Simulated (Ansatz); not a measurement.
Below is a relaxed structure of Na₂Al₂O. The cell was found from a structure generator's guess, not taken from experiment.

These are results of DFT PBE, scalar-relativistic, plane waves, PAW in Ansatz 0.2.0, not measurements. Cutoff 420 eV, Γ-centred mesh, Gaussian smearing, no spin polarisation.

```
Na Al O
1.0
     4.26306    0.00000    0.00000
     0.00000    4.26306    0.00000
     0.00000    0.00000    8.06146
Na Al O
2 2 1
Direct
  0.00000 0.50000 0.50000
  0.50000 0.00000 0.50000
  0.50000 0.50000 0.16062
  0.50000 0.50000 0.83938
  0.00000 0.00000 0.50000
```

Energies over the elements count from the elements' standard structures at the same level (O₂ as a molecule), with no fitted energy shifts.

Question: What space group does it have?

Answer: P4/mmm (No. 123). Conventional cell: a = 4.263 Å, c = 8.061 Å. Na is surrounded by 2 O at 2.13 Å and 4 Na at 3.01 Å; Al has 1 Al at 2.59 Å; O is surrounded by 4 Na at 2.13 Å.

Question: How far does it lie from the elements in energy?

Answer: +0.24 eV/atom. It can't be a ground state, since the elements alone are lower.

Question: Is it a metal?

Answer: Yes, bands cross the Fermi level on the 10×10×6 mesh.

The last run used a 10×10×6 mesh (in the run's order of axes) for its 5-atom cell and Gaussian smearing of 0.10 eV. The end has Cmmm (No. 65) at a tolerance of 0.01 Å; the cell shown is made exact in the group found at 0.05 Å. The cell is a metal run without spin; a magnetic state may lie lower. Symmetry constrained the relaxation, so the result can be a saddle point. Another cell of Na2Al2O relaxed alike, in P-3m1, lies 0.66 eV/atom lower, so this cell isn't the stable form at this level.
